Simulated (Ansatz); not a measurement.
Volume from LDA minus that from PBEsol (% of the latter), each on its own relaxed cell (Ansatz, an electronic-structure program, plane waves, PAW; no spin–orbit coupling, no Hubbard U), over 100 phases of the class «intermetallics»: what sign and size do you expect?

Mean -2.8 %, median -2.8 %, mean absolute 2.8 %; eight in ten lie between -3.8 and -2.0 %, and 0 % are above zero.

Some cases that may be named, with their rank among the 100 from the lowest: Li3Hg, Fm-3m (Li on 8c, Hg on 4a, Li on 4b) -6.3 % (rank 1); MgCu2, cubic Laves (MgCu2 type) -4.1 % (rank 2); ScPt, CsCl type -2.8 % (rank 50); YRh, CsCl type -2.8 % (rank 51); ZrIr3, Cu3Au type -1.7 % (rank 99); NbIr3, Cu3Au type -1.6 % (rank 100).

The phases are those computed here (of each formula those with measured values and the lowest at some level), not a balanced benchmark, and neither functional is the truth. Pairs that end in unlike spin orders or unlike minima (c/a over 6 % apart, 30 % for weakly bound crystals), magnets with 4f shells, solids of gases and phases set aside for tests are left out.

Standing as an ambient phase not checked: Li3Hg, Fm-3m (Li on 8c, Hg on 4a, Li on 4b); MgCu2, cubic Laves (MgCu2 type); ScPt, CsCl type; YRh, CsCl type; ZrIr3, Cu3Au type; NbIr3, Cu3Au type. All cells were relaxed under the symmetry of their starts (and spin orders); stability against distortions was not tested throughout. Named crystals with no word on spin ran without spin polarisation. Scalar-relativistic: spin–orbit coupling is off unless named, which matters more the heavier the elements.

Potentials: the later of the program's two PAW sets.

Ansatz is a plane-wave DFT program.
